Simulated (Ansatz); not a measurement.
**Li₂TiO₂: rattling a relaxed structure**

The cell was found from a proposed guess, not taken from experiment.

Method: DFT PBE, scalar-relativistic, plane waves, PAW in Ansatz 0.2.0. Settings: cutoff 420 eV, Γ-centred mesh 14×14×14 on the computed 5-atom cell, Gaussian smearing of 0.10 eV; no spin polarisation.

The cell below (5 atoms, space group Immm (No. 71)) is relaxed within its symmetry.

```xyz
5
Lattice="-1.4639 1.9184 4.6952 1.4639 -1.9184 4.6952 1.4639 1.9184 -4.6952" Properties=species:S:1:pos:R:3 pbc="T T T"
Li    0.0000    0.0000    2.8468
Li    0.0000    0.0000    6.5435
Ti    0.0000    0.0000    0.0000
O     0.0000    1.9184    3.3412
O     1.4639    0.0000    1.3540
```

For the test a repeat of it with 10 atoms (edges 3.84, 5.28, 5.86 Å) was strained at random (σ = 1.5 % a component), the atoms were moved at random (σ = 0.10 Å), and all was relaxed again on a coarse 6×6×4 mesh (in the run’s order of axes) with 0.20 eV smearing, with no symmetry imposed.

Question: What happens?

Answer: It returns, within 1 meV/atom of the unmoved cell on that mesh and with the same symmetry when read at 0.1 Å. So it is stable against the distortions that fit this cell and that this random move excites. Modes that don't fit the cell aren't tested.
